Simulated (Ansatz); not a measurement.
Starting cell, Sn (beta-Sn type, space group I4_1/amd):

```yaml
crystal:
  lattice:
    - [-2.91656, 2.91656, 1.57902]
    - [2.91656, -2.91656, 1.57902]
    - [2.91656, 2.91656, -1.57902]
  atoms:
    - { symbol: Sn, position: [0.75000, 0.25000, 0.50000] }
    - { symbol: Sn, position: [0.00000, 0.00000, 0.00000] }
```

In this cell atom 1 (Sn, nearest neighbour Sn at 3.022 Å; its periodic images, 3.2 Å or more away, move with it) is moved by s along Cartesian z, unit vector (0.000, 0.000, 1.000); all other atoms and the cell stay fixed.

These are PBEsol (plane waves to 420 eV, PAW, scalar-relativistic; Ansatz, an electronic-structure program) values and carry that method's errors. k mesh 13×13×13 (Γ-centred), Fermi-Dirac smearing 0.05 eV. E stands for the smeared free energy. With partly filled bands, energies and forces of such displacements shift with the k mesh and the smearing. F∥ is the force on the atom along that direction. Sn was relaxed with its symmetry unable to fall. The PAW data are Ansatz's earlier set. ΔE is measured from the undisplaced structure.

```tsv
s (Å)	F∥ (eV/Å)	ΔE (meV/cell)
-0.600	[?]	46.3
-0.480	0.098	36.2
-0.360	[?]	23.3
-0.240	[?]	11.1
-0.120	0.047	2.8
0.000	0.000	0.0
0.120	-0.047	2.8
0.240	[?]	11.1
0.360	[?]	23.3
0.480	-0.098	36.2
0.600	[?]	46.3
```

**Question.** Fill in the missing entries.

**Answer.** 
- -0.600, F∥ (eV/Å): 0.068
- -0.360, F∥ (eV/Å): 0.111
- -0.240, F∥ (eV/Å): 0.088
- 0.240, F∥ (eV/Å): -0.088
- 0.360, F∥ (eV/Å): -0.111
- 0.600, F∥ (eV/Å): -0.068

(For displaced atoms, the force is minus the slope of the energy, and its curvature is a force constant, which sets phonon frequencies.)
